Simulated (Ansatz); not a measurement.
Relaxation of a generated cell, Pb placed in the A7 structure type; 2 atoms in the cell, which starts as R-3m, hexagonal axes (No. 166), hR2; a = 4.485 Å, b = 4.485 Å, c = 12.475 Å, α = 90.00°, β = 90.00°, γ = 120.00°. All values below come from r2SCAN (plane waves to 500 eV, PAW, scalar-relativistic; Ansatz, a first-principles code). Γ-centred k-mesh 9×9×9 on the run's cell (coarser than for final values), Fermi–Dirac smearing 0.05 eV. This is the first round of the run. 

The optimiser's lines from the output (shortened; P is positive under compression):

```
relax step   1: F+E_penalty+E_count = -23845.21517052 eV  Δ(F+E_penalty+E_count) = +0.000e0 eV  max|allowed force component| = 9.114e-1 eV/Å  Δτ_max = 0.0000 Å  P = +0.117 GPa  Ω = 72.431 Å³  (7 SCF iters, dr2 threshold 1.00e-7 eV, accepted)
relax step   2: F+E_penalty+E_count = -23845.52133215 eV  Δ(F+E_penalty+E_count) = -3.062e-1 eV  max|allowed force component| = 4.878e-1 eV/Å  Δτ_max = 0.1843 Å  P = -0.895 GPa  Ω = 68.662 Å³  (9 SCF iters, dr2 threshold 2.00e-7 eV, accepted)
relax step   3: F+E_penalty+E_count = -23845.46891438 eV  Δ(F+E_penalty+E_count) = +5.242e-2 eV  max|allowed force component| = 7.538e-1 eV/Å  Δτ_max = 0.1949 Å  P = +3.744 GPa  Ω = 62.059 Å³  (7 SCF iters, dr2 threshold 2.00e-7 eV, rejected (line search))
relax step   4: F+E_penalty+E_count = -23845.57725038 eV  Δ(F+E_penalty+E_count) = -5.592e-2 eV  max|allowed force component| = 1.631e-1 eV/Å  Δτ_max = 0.0669 Å  P = -0.317 GPa  Ω = 66.754 Å³  (13 SCF iters, accepted)
relax step   5: F+E_penalty+E_count = -23845.58251687 eV  Δ(F+E_penalty+E_count) = -5.266e-3 eV  max|allowed force component| = 3.947e-3 eV/Å  Δτ_max = 0.0283 Å  P = +0.036 GPa  Ω = 66.071 Å³  (9 SCF iters, dr2 threshold 2.00e-7 eV, accepted)
relax step   6: F+E_penalty+E_count = -23845.58260804 eV  Δ(F+E_penalty+E_count) = -9.116e-5 eV  max|allowed force component| = 6.657e-7 eV/Å  Δτ_max = 0.0007 Å  P = +0.007 GPa  Ω = 66.132 Å³  (5 SCF iters, dr2 threshold 1.26e-8 eV, accepted)
relax step   7: F+E_penalty+E_count = -23845.58238481 eV  Δ(F+E_penalty+E_count) = +2.232e-4 eV  max|allowed force component| = 2.417e-5 eV/Å  Δτ_max = 0.0000 Å  P = +0.003 GPa  Ω = 66.132 Å³  stress off target by 1.08e-2 GPa  SCF on the basis re-selected at this cell (its energy is not comparable with the rows above)  (6 SCF iters)
```

From the first to the last row the energy changes by -0.18 eV/atom and the volume by -8.7 %. The last row is marked as not comparable with the walk above it, whose basis was carried along; it does compare with step 1, since both stand on a basis selected at the nominal cutoff for their own cell.

Step 3 was rejected by the optimiser.

Later rounds, restarted from the end of this one on a renewed k-mesh, logged 5 more steps and released under 0.01 eV/atom more. The final structure after all rounds: R-3m, hexagonal axes (No. 166), hR1; a = 4.274 Å, b = 4.274 Å, c = 6.273 Å, α = 90.00°, β = 90.00°, γ = 120.00°. Between re-selections the logged energies stand on a plane-wave basis carried along with the cell. No spin polarisation in the result.

The run could not lower the symmetry of its start; a shaken copy of this end point relaxes with r2SCAN to I4/mmm (No. 139), 0.12 eV/atom lower.

The relaxed structure here is a generated cell of Pb: the first start was made by placing the elements on the sites of a structure type, and the end was not matched to a known phase here, so it may be hypothetical. Known forms of Pb include space group No. 225.
